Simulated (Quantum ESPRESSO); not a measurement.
Simulation results for NbRe$_{2}$Sn$_{2}$OsRu$_{2}$ (simulated cell)

Calculation on a made-up metal alloy cell, not a measurement: no spin or spin-orbit, unrelaxed, 2900 K smearing, stress positive in tension, cell energy less fitted offsets; periodic Kohn-Sham density functional theory in plane waves with PseudoDojo standard norm-conserving scalar-relativistic pseudopotentials, each functional with its own files (v0.5 for PBE, v0.4.1 for LDA and PBEsol), eight atoms on drawn sites of a strained close-packed or body-centred lattice, each displaced and held fixed; the energy is the cell's free energy, ions and the entropy term -TS included, at the stated Fermi-Dirac width, less a fixed offset for each atom's element (shifted free energy); compositions with an open d shell lost a parallel starting moment in a cheaper test run, and other magnetic orders were not tried; an error bar is the largest change of its kind in a tighter rerun, never given below 0.002 eV, 0.02 GPa or 0.003 eV/angstrom, and covers cutoff and k-mesh only, not smearing or the files. Program: Quantum ESPRESSO 7.5.

```yaml
- formula: NbRe2Sn2OsRu2
  kind: "simulated cell"
  structure:
    cell_angstrom: [[-3.9562, 0.0, 0.0], [0.0, -3.9562, 3.9562], [0.0, 5.9343, 1.9781]]
    atoms_fractional:
      - [Sn, 0.01532, -0.01058, -0.0036]
      - [Re, -0.00131, 0.24167, 0.49214]
      - [Re, -0.0158, 0.49472, -0.00526]
      - [Nb, 0.00728, 0.75047, 0.51538]
      - [Ru, 0.52404, 0.13727, 0.73851]
      - [Sn, 0.48739, 0.37312, 0.24577]
      - [Os, 0.50157, 0.62286, 0.75088]
      - [Ru, 0.49234, 0.87264, 0.24228]
  settings:
    lattice_type: "face-centred cubic"
    functional: pbe
    "cutoff [eV]": 1143
    "fermi_dirac_smearing [eV]": 0.25
    electrons_removed: 0
    run_command: "mpirun -np 4 pw.x -nk 4 -in in"
    run_processor: "Intel Xeon, 2023 or later, virtual cores"
    k_mesh: "6 x 5 x 4 shifted half a step off Gamma on each axis"
    atom_site: [1, 2, 3, 4, 5, 6, 7, 8]
    "atom_energy_offset [eV]": [-2144.16, -2361.34, -2361.34, -1694.67, -2750.51, -2144.16, -2753.07, -2750.51]
  results:
    "shifted_free_energy [eV]": null
    "stress_xy [GPa]": null
  notes: ["the tin pseudopotential is less sure than most, with forces differing by about three percent from a second method on plain tin", "heavy elements are run without spin-orbit coupling, which real alloys of them have", "a spin test at this wide smearing found no moment, but such smearing suppresses magnetism that the real alloy may have", "lattice, volume and sites are drawn at random and may be unstable or far from any real phase", "energies are for the whole cell, less offsets fitted to these runs, so they are not formation energies", "error bars: energy 0.0027 eV, stress 0.049 GPa, force 0.0063 eV/Å, from a tighter rerun of this cell", "17 SCF iterations, 225 s of wall time on a shared machine"]
```

Question: NbRe$_{2}$Sn$_{2}$OsRu$_{2}$ (simulated cell): shifted free energy?
Answer: -0.22 eV

Question: Give the missing stress xy for NbRe$_{2}$Sn$_{2}$OsRu$_{2}$ (simulated cell).
Answer: -1.22 GPa

Further results for NbRe$_{2}$Sn$_{2}$OsRu$_{2}$ (simulated cell):

| Property | Result |
| --- | --- |
| entropy term negative ts | -1.412 eV |
| pressure | 14.84 GPa |
| stress xx | -15.5 GPa |
| stress yy | -9.31 GPa |
| stress zz | -19.71 GPa |
| stress yz | -0.0527 GPa |
| stress xz | 0.6 GPa |

Forces:
| site | x (eV/Å) | y (eV/Å) | z (eV/Å) |
| --- | --- | --- | --- |
| 1 | 0.888 | 0.141 | -0.623 |
| 2 | -0.143 | 2.362 | 1.384 |
| 3 | -0.43 | -1.068 | -0.669 |
| 4 | 0.438 | -2.152 | -0.073 |
| 5 | 0.888 | -0.705 | -0.467 |
| 6 | -1.047 | -0.256 | 1.08 |
| 7 | -0.057 | 0.92 | -0.918 |
| 8 | -0.537 | 0.759 | 0.285 |
